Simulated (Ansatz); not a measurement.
Trial structure of RbGa3Te2, not yet relaxed:

```
CELL_PARAMETERS angstrom
3.10020 1.78990 4.51385
-3.10020 1.78990 4.51385
0.00000 -3.57980 4.51385
ATOMIC_POSITIONS crystal
Rb 0.00000 0.00000 0.00000
Ga 0.00000 0.00000 0.50000
Ga 0.00000 0.50000 0.00000
Ga 0.50000 0.00000 0.00000
Te 0.37430 0.37430 0.37430
Te 0.62570 0.62570 0.62570
```

The calculation used DFT PBE, scalar-relativistic, plane waves, PAW in Ansatz 0.2.0. Plane waves to 420 eV, a k mesh through Γ of 3×3×3 on the computed 6-atom cell and Gaussian smearing (0.10 eV); no spin polarisation.

Energies over the elements count from the elements' standard structures at the same level, with no fitted energy shifts.

Question: What does a single point on this coarse mesh give?

Answer: The pressure is 5.7 GPa (the mean over three directions, positive in compression), the largest force is 0.06 eV/Å, and the energy is +0.26 eV/atom against the elements. The shortest distance is 2.88 Å.

Question: How much does it gain on relaxing, and where does it end?

Answer: Relaxing gains about 0.51 eV/atom (the start's value is from the coarse mesh, so the gain is rough) in 33 ionic steps and ends at −0.25 eV/atom on the finer mesh. The symmetry stays R-3m (No. 166). The volume per atom grows by 38.6 %, from 25.0 to 34.7 Å³. The shortest distance goes from 2.88 Å (Rb–Ga) to 2.68 Å (Ga–Ga). The ratio c/a of the conventional cell changes by a factor of 2.16. Conventional cell: a = 5.352 Å, c = 25.198 Å. Rb has 6 Te at 3.85 Å and 6 Ga at 4.47 Å; Ga has 4 Ga at 2.68 Å, 4 Te at 3.29 Å and 2 Rb at 4.47 Å; around Te lie 6 Ga at 3.29 Å, 1 Te at 3.82 Å and 3 Rb at 3.85 Å.

The last run used a 12×12×12 mesh for its 6-atom cell and Gaussian smearing of 0.10 eV. These runs have no spin–orbit coupling, which can matter for Te. The reference form of Te is held partly by dispersion forces, which this level lacks. The relaxation can't lower the symmetry of the start. Symmetry constrained the relaxation, so the result can be a saddle point. Another cell of RbGa3Te2 relaxed alike, in Cmmm, lies 49 meV/atom lower, so this cell isn't the stable form at this level.
